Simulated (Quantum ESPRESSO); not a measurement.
pw.x input (Quantum ESPRESSO 7.5; PBEsol, PseudoDojo standard norm-conserving files, scalar-relativistic):

```
&CONTROL
  calculation = 'scf'
  pseudo_dir = './pseudo'
  outdir = './out'
  tprnfor = .true.
  tstress = .true.
/
&SYSTEM
  ibrav = 0
  nat = 3
  ntyp = 2
  ecutwfc = 84.0
  ecutrho = 336.0
  occupations = 'smearing'
  smearing = 'fd'
  degauss = 0.002
  nbnd = 16
  assume_isolated = '2D'
/
&ELECTRONS
  conv_thr = 3e-10
/
ATOMIC_SPECIES
Mg 24.3050 Mg.upf
I 126.9045 I.upf
CELL_PARAMETERS angstrom
  4.130242301363   0.000000000000   0.000000000000
 -2.065121150681   3.576894756765   0.000000000000
  0.000000000000   0.000000000000  16.300000000000
ATOMIC_POSITIONS crystal
Mg   0.000000000000   0.000000000000   0.000000000000
I   0.333333333333   0.666666666667   0.102246970500
I   0.666666666667   0.333333333333  -0.102246970500
K_POINTS automatic
12 12 1 0 0 0
```

End of the output:

```
     total energy              =    -170.65261670 Ry
     estimated scf accuracy    <       0.00000005 Ry
     total energy              =    -170.65261671 Ry
     estimated scf accuracy    <          1.7E-09 Ry
     total energy              =    -170.65261671 Ry
     estimated scf accuracy    <          7.4E-10 Ry
[...]
     the Fermi energy is    -4.5714 ev
!    total energy              =    -170.65261671 Ry
     estimated scf accuracy    <          7.4E-11 Ry
     smearing contrib. (-TS)   =       0.00000000 Ry
     internal energy E=F+TS    =    -170.65261671 Ry
     The total energy is F=E-TS. E is the sum of the following terms:
     one-electron contribution =    -741.35234523 Ry
     hartree contribution      =     364.59551157 Ry
     xc contribution           =     -31.46251341 Ry
     ewald contribution        =     237.56673036 Ry
     convergence has been achieved in  10 iterations
     Forces acting on atoms (cartesian axes, Ry/au):
     atom    1 type  1   force =     0.00000000   -0.00000000    0.00000000
     atom    2 type  2   force =    -0.00000000   -0.00000000    0.00015154
     atom    3 type  2   force =     0.00000000   -0.00000000   -0.00015154
     Total force =     0.000214     Total SCF correction =     0.000023
     SCF correction compared to forces is large: reduce conv_thr to get better values
```
In a gapped system the printed Fermi energy is only some level inside the gap.

Spin-orbit coupling is not included.

Geometry relaxed with PBEsol.
